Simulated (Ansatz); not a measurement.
The calculation used DFT PBE, scalar-relativistic, plane waves, PAW (Ansatz 0.2.0). Settings: cutoff 420 eV, Γ-centred meshes spaced at most about 0.3 Å⁻¹, and about 0.25 Å⁻¹ or finer for metals (2π included), Gaussian smearing. No spin polarisation in the final relaxations.

Temperature and zero-point effects are left out. All come from trial cells, and lower structures may exist.

Question: Order these relaxed structures of HfTa4F by energy, lowest first, with the energy over the lowest of them.
1.

```xyz
6
Lattice="4.8594 0.0000 0.0000 -2.4297 4.2084 0.0000 0.0000 0.0000 5.4251" Properties=species:S:1:pos:R:3 pbc="T T T"
Hf    0.0000    0.0000    2.7126
Ta    0.0000    2.8056    4.0371
Ta    0.0000    2.8056    1.3880
Ta    2.4297    1.4028    1.3880
Ta    2.4297    1.4028    4.0371
F     0.0000    0.0000    0.0000
```

2.

```xyz
6
Lattice="-2.7620 2.7620 4.1215 2.7620 -2.7620 4.1215 2.7620 2.7620 -4.1215" Properties=species:S:1:pos:R:3 pbc="T T T"
Hf    0.0000    0.0000    4.1215
Ta    1.3810    1.3810    2.0607
Ta    1.3810    1.3810   -2.0607
Ta   -1.3810    1.3810    2.0607
Ta    1.3810   -1.3810    2.0607
F     0.0000    0.0000    0.0000
```

3.

```xyz
6
Lattice="0.0000 3.9215 3.9215 3.9215 0.0000 3.9215 3.9215 3.9215 0.0000" Properties=species:S:1:pos:R:3 pbc="T T T"
Hf    5.8822    5.8822    5.8822
Ta    2.9663    2.9663    2.9663
Ta    2.9663    4.8767    4.8767
Ta    4.8767    4.8767    2.9663
Ta    4.8767    2.9663    4.8767
F     0.0000    0.0000    0.0000
```

Answer: 1 (0 meV/atom), 3 (176 meV/atom), 2 (626 meV/atom). Forms: 1 P6/mmm; 3 F-43m; 2 I4/mmm. Counting Hf or Ta atoms around F (for each partner element, those within 1.25 times its shortest distance or 1.15 times the sum of covalent radii, where it is the nearest in units of that sum or under 1.3; the shortest distance is added where it is long for a bond): cell 1 has F 2; cell 3 has F 12 from 3.3 Å; cell 2 has F 8 from 2.8 Å. Even the lowest lies +0.30 eV/atom against the elements.

These runs have no spin–orbit coupling, which can matter for Hf and Ta. Cells relaxed within their symmetry can be saddle points. Some types were kept out of the candidates beforehand, so the set may lack a known form.
